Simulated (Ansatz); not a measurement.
Rh (bcc (W type), Im-3m) at seven volumes, DFT-PBEsol in the program Ansatz with PAW potentials, scaled uniformly. One row is withheld.

| V (Å³/atom) | P (GPa) |
|---|---|
| 12.640 | 32.19 |
| 13.057 | 19.47 |
| 13.473 | 8.86 |
| 13.890 | 0.00 |
| 14.307 | ? |
| 14.723 | -13.52 |
| 15.140 | -18.61 |

Question: Fit the shown pressures and predict the withheld one.

Answer: Third-order Birch–Murnaghan: P = (3/2)B₀(x^(7/2) − x^(5/2))[1 + (3/4)(B′ − 4)(x − 1)] with x = (V₀/V)^(2/3). Least squares on the six rows gives V₀ = 13.890 Å³/atom, B₀ = 268.7 GPa, B′ = 5.06. At V = 14.307, x = 0.9805 and P = -7.38 GPa. The run itself gave -7.38 GPa.

The start of the workflow was typed in or built on a structure type; the Crystallography Open Database copy checked does not list it. It is not the phase usual at ambient conditions (space group No. 225). The PBEsol relaxation kept the symmetry of its start. At this level the phase is mechanically unstable. No spin polarisation was allowed.

Potentials: the later of the program's two PAW sets.
